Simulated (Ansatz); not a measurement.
Name crystals whose computed values (r²SCAN in the plane-wave PAW code Ansatz) fall in these windows: electron conductivity mass (mₑ) 0.26 to 0.31; B₀ by P(V) fit (GPa) 15 to 20.



| crystal | electron conductivity mass (mₑ) | B₀ by P(V) fit (GPa) |
|---|---|---|
| NaI, rock salt | 0.28 | 17.2 |
Others may fit too.

The cell was relaxed under the symmetry of its start. Scalar-relativistic: spin–orbit coupling is off unless named, which matters more the heavier the elements.

Potentials: the later of the program's two PAW sets.
